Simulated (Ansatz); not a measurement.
Cs2NaAlH6:
```xyz
10
Lattice="0.0000 4.2963 4.2963 4.2963 0.0000 4.2963 4.2963 4.2963 0.0000" Properties=species:S:1:pos:R:3 pbc="T T T"
Cs     2.1481     2.1481     2.1481
Cs     6.4444     6.4444     6.4444
Na     4.2963     4.2963     4.2963
Al     0.0000     0.0000     0.0000
H      6.8024     4.2963     4.2963
H      1.7902     4.2963     4.2963
H      4.2963     6.8024     4.2963
H      4.2963     1.7902     4.2963
H      4.2963     4.2963     6.8024
H      4.2963     4.2963     1.7902
```

r²SCAN (plane waves, PAW; program Ansatz) gives a gap of 2.74 eV without spin–orbit coupling, maximum at X, minimum at Γ.

What happens when spin–orbit coupling is switched on?

The gap stays essentially unchanged, to 2.74 eV; maximum at X, minimum at Γ.

Give the electron effective mass with spin–orbit coupling.

0.39 mₑ (isotropic).

Give the hole effective mass with spin–orbit coupling.

1.1, 1.1, 1.7 mₑ (principal values).

Space group Fm-3m. The workflow started from a Materials Project entry (that database holds measured and hypothetical structures alike); the Crystallography Open Database copy checked does not list it. Its standing as an ambient phase is unchecked. The cell was relaxed with r²SCAN under the symmetry of its start; whether a distortion lowers the energy is not shown.

Potentials: the later of the program's two PAW sets.
